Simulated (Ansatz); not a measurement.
PbI2:
```xyz
3
Lattice="4.4695 0.0000 0.0000 -2.2348 3.8707 0.0000 0.0000 0.0000 6.7845" Properties=species:S:1:pos:R:3 pbc="T T T"
Pb     0.0000     0.0000     0.0000
I      0.0000     2.5805     1.8626
I      2.2348     1.2902     4.9219
```

Cartesian axes are those of the cell as given.

**Question.** Give the high-frequency dielectric tensor and the Born effective charge tensors of the independent atoms from DFPT, the program Ansatz at the LDA level (PAW).

**Answer.** 
ε∞:
```
7.52  0.00  0.00
0.00  7.52  0.00
0.00  0.00  6.04
```
Z* of atom 1 (Pb), rows: field, columns: displacement, in e:
```
4.12  0.00  0.00
0.00  4.12  0.00
0.00  0.00  2.03
```
Z* of atom 2 (I), rows: field, columns: displacement, in e:
```
-2.06   0.00   0.00
 0.00  -2.06   0.00
 0.00   0.00  -1.01
```

Static charges for comparison (Bader): Pb1 +0.84, I2 -0.42 e. Born charges measure polarisation by displacement and can exceed these by far.

Space group P-3m1 (CdI2 type). The cell was relaxed with LDA under the symmetry of its start. A crystal of weakly bound layers computed without a dispersion correction: the cell and the soft elastic constants depend strongly on that. Spin–orbit coupling is left out wherever it is not named.

Potentials: the later of the program's two PAW sets.
